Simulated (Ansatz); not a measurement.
**Is this structure of BrCl2 stable?**

Atoms and cell were relaxed at zero pressure (12.5 % in volume from the start). The relaxed cell:

```
Cl Br
1.0
     0.00000    0.00000    8.12827
     4.10157    0.00000    0.00000
     2.05079    6.50742   -4.06413
Cl Br
4 2
Cartesian
  0.0006 1.5774 0.0000
  6.1518 4.9300 4.0641
  2.0514 4.9300 0.0000
  4.1010 1.5774 4.0641
  0.0000 0.0000 2.0321
  0.0000 0.0000 6.0962
```

Space group Cmmm (No. 65); conventional cell a = 4.102 Å, b = 13.015 Å, c = 4.064 Å, α = 90.00°, β = 90.00°, γ = 90.00°.

Method: r2SCAN in Ansatz 0.2.0, PAW datasets, plane waves to 500 eV, 5×5×5 Γ-centred mesh, methfessel-paxton occupations of width 0.021 eV. Spin: none; no U, no spin-orbit coupling.

Question: What is its formation energy?

Answer: 0.286 eV an atom at 0 K against the elements' lowest computed crystals and the free molecules of gases, with no empirical correction.

Question: Does it lie on the convex hull?

Answer: Among the phases that we computed and relaxed alike, the lowest mixture with other formulas is 33 % Cl2 + 67 % BrCl (shares of atoms). The cell lies 342 meV an atom above it, so it would gain by splitting into them.

The start was: a known structure type with other elements put in, at an estimated volume. An invented cell need not be a known compound.

Caveats: differences under 20 meV an atom lie within the error of meshes and cutoff; the relaxation keeps the start's symmetry, so a distorted cell may lie lower; no dispersion correction, which matters between weakly bound layers.
